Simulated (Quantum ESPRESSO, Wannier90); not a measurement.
Tight-binding from DFT: TePb (rock salt)

```xyz
2
Lattice="0.0000 3.2709 3.2709 3.2709 0.0000 3.2709 3.2709 3.2709 0.0000" Properties=species:S:1:pos:R:3 pbc="T T T"
Te     0.0000     0.0000     0.0000
Pb     3.2709     3.2709     3.2709
```

Materials Project entry mp-19717; symmetrised, unrelaxed at this level. COD (Crystallography Open Database) has an entry of this formula and space group (matched by these alone). Level: PBEsol, no spin polarisation, no spin-orbit coupling; pw.x of Quantum ESPRESSO at 66 Ry with PseudoDojo potentials, 8×8×8 k-points, Wannier90. Density: 8×8×8 mesh, Gaussian smearing 0.01 Ry. Spin-orbit coupling is left out although heavy elements are present.

Band 11 is isolated and gives one Wannier function a cell (Te1 5s 75 %, Pb2 6p 13 %, Pb2 6s 10 %; spread 2.66 Å²). Its on-site energy is ε = -10.539 eV relative to the valence-band maximum, and its hoppings t(R) = t(−R) to the nearer images are (images within this range that aren't listed have |t| under 5 meV):

| R (lattice vectors; −R alike) | distance (Å) | t (eV) |
|---|---|---|
| 0 0 1 | 4.63 | -0.116 |
| 0 1 -1 | 4.63 | -0.116 |
| 0 1 0 | 4.63 | -0.116 |
| 1 -1 0 | 4.63 | -0.116 |
| 1 0 -1 | 4.63 | -0.116 |
| 1 0 0 | 4.63 | -0.116 |
| 1 -1 -1 | 6.54 | -0.011 |
| 1 -1 1 | 6.54 | -0.011 |
| 1 1 -1 | 6.54 | -0.011 |
| 0 1 -2 | 8.01 | 0.011 |
| 0 1 1 | 8.01 | 0.011 |
| 0 2 -1 | 8.01 | 0.011 |
| 1 -2 0 | 8.01 | 0.011 |
| 1 -2 1 | 8.01 | 0.011 |
| 1 0 -2 | 8.01 | 0.011 |
| 1 0 1 | 8.01 | 0.011 |
| 1 1 -2 | 8.01 | 0.011 |
| 1 1 0 | 8.01 | 0.011 |
| 2 -1 -1 | 8.01 | 0.011 |
| 2 -1 0 | 8.01 | 0.011 |
| 2 0 -1 | 8.01 | 0.011 |

Task: Work out the band energy at Γ, X, U, K from these numbers.

Result: For one orbital E(k) = ε + Σ_R 2 t(R) cos(2π k·R), the sum over the listed R.
- Γ, k = (0.000, 0.000, 0.000): E = -10.539 + (-0.116)·(12.00) + (-0.011)·(6.00) + (0.011)·(24.00) = -11.73 eV; pw.x: -11.73 eV
- X, k = (0.500, 0.000, 0.500): E = -10.539 + (-0.116)·(-4.00) + (-0.011)·(6.00) + (0.011)·(-8.00) = -10.23 eV; pw.x: -10.18 eV
- U, k = (0.625, 0.250, 0.625): E = -10.539 + (-0.116)·(-3.66) + (-0.011)·(2.00) + (0.011)·(4.00) = -10.09 eV; pw.x: -10.09 eV
- K, k = (0.375, 0.375, 0.750): E = -10.539 + (-0.116)·(-3.66) + (-0.011)·(2.00) + (0.011)·(4.00) = -10.09 eV; pw.x: -10.09 eV

At these points the listed shells miss the plane-wave band by up to 0.05 eV, of a width of 1.70 eV on the path. With all its hoppings the model misses the band by 1.8 meV at worst on the whole path, so most of the miss comes from the hoppings not listed.
